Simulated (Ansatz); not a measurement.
## Squeezing Ba (fcc type)

```xyz
1
Lattice="0.0000 3.0812 3.0812 3.0812 0.0000 3.0812 3.0812 3.0812 0.0000" Properties=species:S:1:pos:R:3 pbc="T T T"
Ba    0.0000    0.0000    0.0000
```

The cell comes from a relaxation on PAW files under the same functional, begun from a prototype that needn't be the stable phase.

Its volume is scaled at fixed shape and fractional positions.

All numbers are PBEsol results (scalar-relativistic) from Ansatz 0.2.0, with a Γ-centred 12×12×12 k mesh, Fermi–Dirac smearing of 0.08 eV, no spin polarisation. Methods: LAPW: all electrons, basis error target 1 meV/atom; PAW: frozen-core files, cutoff 420 eV; crystal datasets: all electrons, by PAW datasets that the program makes for each cell; norm-conserving: pseudopotentials, cutoff 770 eV; PAW (cutoff 800 eV): frozen-core files, cutoff 800 eV.

Energies are extrapolated to zero smearing and count from the unscaled cell; pressure is positive in compression; gaps take the mesh and a band path. No temperature or zero-point motion is included.

Spin–orbit coupling is left out, which matters for the heavy atoms. The PAW files were made under PBE. The structure type is held throughout; the real material can change phase at far lower pressure.

| V/V0 | V (Å³/atom) | P LAPW (GPa) | ΔE LAPW (eV/atom) | P PAW − LAPW (GPa) | ΔE PAW − LAPW (meV/atom) |
| --- | --- | --- | --- | --- | --- |
| 1.00 | 58.50 | 0.00 | 0.000 | 0.00 | 0.0 |
| 0.95 | 55.58 | 0.45 | 0.004 | 0.00 | 0.0 |
| 0.85 | 49.73 | 1.64 | 0.039 | 0.00 | 0.0 |
| 0.75 | 43.88 | 3.27 | 0.128 | 0.00 | 0.0 |
| 0.65 | 38.03 | 5.66 | 0.287 | 0.00 | -0.1 |
| 0.55 | 32.18 | 9.86 | 0.565 | 0.00 | -0.2 |
| 0.45 | 26.33 | 17.58 | 1.039 | -0.01 | -0.5 |
| 0.40 | 23.40 | ? | ? | -0.01 | -0.7 |

(1) Give the missing entry: row "0.40", column "ΔE LAPW (eV/atom)".

(2) Give the missing entry: row "0.40", column "P LAPW (GPa)".

(3) At the smallest volume, how far do crystal datasets and norm-conserving and PAW (cutoff 800 eV) lie from LAPW in pressure?

Answers

(1) 1.435.

(2) 27.7.

(3) crystal datasets: 0.00 GPa; norm-conserving: -0.13 GPa; PAW (cutoff 800 eV): -0.01 GPa, on a LAPW pressure of 27.7 GPa.
